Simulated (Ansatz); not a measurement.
**Li: from a starting cell to a relaxed one**

The start is a generated trial cell of Li in the beta-Sn structure type. The structure is fully relaxed (lattice and positions, P = 0) with PBE (plane waves to 420 eV, PAW, scalar-relativistic; Ansatz, a program for electronic structure). First-step values are on the input's coarse k-mesh.

Ansatz input (later rounds restart from its end on a renewed k-mesh):
Ansatz 0.2 input:
```yaml
crystal:
  lattice:
    - [-2.734684, 2.734684, 1.492077]
    - [2.734684, -2.734684, 1.492077]
    - [2.734684, 2.734684, -1.492077]
  atoms:
    - { symbol: Li, position: [0.75, 0.25, 0.5] }
    - { symbol: Li, position: [0, 0, 0] }
basis: { ecutwfc: 420, ecutrho_ratio: 4, xc_grid: 2, fft_grid_basis: typed }
kpoints: { mp_grid: { grid: [12, 12, 12] } }
hamiltonian:
  xc: pbe
  dispersion: none
  pseudopotentials: { azcp: { folder: ./paw }, kind: paw }
scf: { occupations: { method: fermi_dirac, width: 0.05 } }
relax: { f_tol: 0.01, max_steps: 100, cell: { stress_tol: 0.02 } }
output: { forces: true, stress: true }
```

**Question.** How does the volume per atom move from start to end?

**Answer.** -9.1 %, from 22.32 to 20.30 Å³/atom.

**Question.** How do the shortest distances between atoms change?

**Answer.** The closest pairs of elements (up to four, under 3.6 Å), start → end: Li–Li 2.83 → 2.75 Å.

**Question.** Is the relaxed structure metallic? Give its gap.

**Answer.** No gap (metallic).

**Question.** What does it relax into? Give the structure.

**Answer.** 
Space group I4₁/amd, origin choice 1 (No. 141); a = b = 5.307 Å, c = 2.882 Å, α = β = γ = 90.00°

```tsv
atom	site	symmetry	x	y	z
Li	4a	-4m2	0.0000	0.0000	0.0000
```
(The calculation used a cell of 2 atoms; values per cell refer to that cell.)

The space group stays I4₁/amd (No. 141) (the run could not lower it); the end is AFLOW prototype A_tI4_141_a (A5, as in Sn), with 2 atoms in the primitive cell. Final values are on a 18×18×18 k-mesh of the relaxed cell. No spin polarisation in the result.

The run could not lose the symmetry of its start: the end is stationary, and may be a saddle point rather than a minimum.

All atoms sit on sites fixed by symmetry, so only the cell could relax.

The relaxed structure here is a generated cell of Li: the first start was made by placing the elements on the sites of a structure type, and the end was not matched to a known phase here, so it may be hypothetical. Known forms of Li include space group No. 229.
